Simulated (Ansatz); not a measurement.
ZnCdS2:
```
ZnCdS2
1.0
    3.93411     0.00000     0.00000
   -1.96706     3.40704     0.00000
    0.00000     0.00000     6.52299
Zn Cd S
1 1 2
Direct
  0.00000   0.00000   0.99925
  0.33333   0.66667   0.50697
  0.33333   0.66667   0.89173
  0.00000   0.00000   0.35404
```

Relaxed with PBEsol. Special points in fractions of this cell's reciprocal vectors: Γ (0.000, 0.000, 0.000); M (0.500, 0.000, 0.000); K (0.333, 0.333, 0.000); A (0.000, 0.000, 0.500); L (0.500, 0.000, 0.500); H (0.333, 0.333, 0.500).

### Question
List the band energies nearest the valence-band maximum at these points for the program Ansatz at the PBEsol with spin–orbit coupling level (PAW).

### Answer
In eV from the valence-band maximum; about four levels below and three above (degenerate sets whole), none deeper than 8.9 eV; points with the same levels are listed once.

```tsv
k	below	above
Γ	-0.03 -0.03 0.00 0.00	1.31 1.31 2.86 2.86
M	-1.73 -1.73 -0.83 -0.83	3.37 3.37 3.89 3.89
K	-2.25 -2.24 -1.95 -1.91	3.98 4.04 5.22
A	-0.30 -0.30 -0.26 -0.26	2.66 2.66 3.34 3.34
L	-1.61 -1.61 -1.29 -1.29	3.01 3.01 3.37 3.37
H	-1.51 -1.50 -1.37 -1.36	4.07 4.08 4.23
```

Space group P3m1. The first step of the workflow began from a Materials Project structure, measured or hypothetical; the Crystallography Open Database copy checked does not list it. Its standing as an ambient phase is unchecked. The PBEsol relaxation kept the symmetry of its start; of distortions, only those at the zone centre were tested.

Potentials: the later of the program's two PAW sets.
